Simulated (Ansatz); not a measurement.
The relaxed structure here is a generated cell of Co: the first start was made by placing the elements on the sites of a structure type, and the end was not matched to a known phase here, so it may be hypothetical. Known forms of Co include space group No. 194.

One starting cell of Co (a generated cell, Co built in the AFLOW prototype A_cI16_206_c (as in Si)) was relaxed twice with Ansatz (plane waves, PAW, scalar-relativistic): with r2SCAN at 500 eV and with PBE at 420 eV. The r2SCAN result:

```xyz
8
Lattice="-3.0347 3.0347 3.0347 3.0347 -3.0347 3.0347 3.0347 3.0347 -3.0347" Properties=species:S:1:pos:R:3 pbc="T T T"
Co     0.8701     0.8701     0.8701
Co    -0.8701     2.1645     0.8701
Co     2.1645     0.8701    -0.8701
Co     0.8701    -0.8701     2.1645
Co     2.1645     2.1645     2.1645
Co     0.8701     3.9048    -0.8701
Co     3.9048    -0.8701     0.8701
Co    -0.8701     0.8701     3.9048
```

```
quantity                                 r2SCAN   PBE
--------------------------------  -------------  ----
space group                                Ia-3  Ia-3
volume (Å³/atom)                          13.97   ___
a (Å)                                     6.069   ___
gap (eV, no spin-orbit coupling)           0.00   ___
spin order                        ferromagnetic   ___
net moment (μB/atom)                       1.93   ___
```

Question: Fill in the PBE column.

Answer: 
- volume (Å³/atom), PBE: 14.24
- a (Å), PBE: 6.107
- gap (eV, no spin-orbit coupling), PBE: 0.00
- spin order, PBE: ferromagnetic
- net moment (μB/atom), PBE: 1.73

Both levels end in the same structure; PBE's volume is 1.9 % larger. Neither column is exact.

Spin states reached: ferromagnetic; spin orders were not searched systematically. r2SCAN tends to overstate moments in metals.

The run could not lose the symmetry of its start, so the end can be a saddle point.

Ansatz is a program for electronic structure.
